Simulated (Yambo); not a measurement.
## Optical response of LiC at +2 % isotropic strain

```xyz
4
Lattice="-1.8227 2.4515 2.7049 1.8227 -2.4515 2.7049 1.8227 2.4515 -2.7049" Properties=species:S:1:pos:R:3 pbc="T T T"
Li     0.0000     2.4515     1.2882
Li     1.8227     0.0000     1.4167
C      0.0000     4.2721     0.0000
C      0.0000     0.6308     0.0000
```

Yambo, RPA with local fields on PBEsol bands; 14×14×14 mesh, 33 bands, 4 Ry local-field block, 0.2 eV broadening; field along z.

```tsv
E (eV)	Im ε	Re ε	Im ε, independent particles
0.0	0.00	3.02	0.00
0.6	0.01	3.04	0.01
1.2	0.02	3.09	0.03
1.9	0.04	3.19	0.05
2.5	0.07	3.36	0.09
3.1	0.14	3.66	0.17
3.8	0.59	4.27	0.63
4.4	1.19	4.01	1.31
5.0	2.57	4.60	3.13
5.6	3.11	2.92	3.91
6.2	2.99	2.04	4.22
6.9	2.31	1.27	3.42
7.5	1.56	1.37	2.40
8.1	1.62	1.79	2.60
8.8	1.47	1.71	2.85
9.4	1.74	1.95	3.02
10.0	1.95	1.74	2.48
10.6	2.15	2.05	2.68
11.2	3.00	1.23	2.89
11.9	2.58	0.40	2.37
12.5	1.91	-0.06	1.71
13.1	1.55	0.06	1.38
13.8	1.19	0.02	0.93
14.4	1.01	0.37	0.93
15.0	1.22	0.26	1.21
15.6	1.03	0.13	0.87
16.2	0.77	0.05	0.59
16.9	0.61	0.17	0.48
17.5	0.50	0.24	0.42
18.1	0.40	0.30	0.33
18.8	0.39	0.44	0.36
19.4	0.39	0.42	0.34
20.0	0.26	0.46	0.24
```

Structure narrower than a few tenths of an eV can come from the finite k mesh. Convergence of the RPA response with its 14×14×14 mesh was not tested. No excitonic effects at this level.

Geometry strained from the cell relaxed with PBEsol, atoms relaxed again.
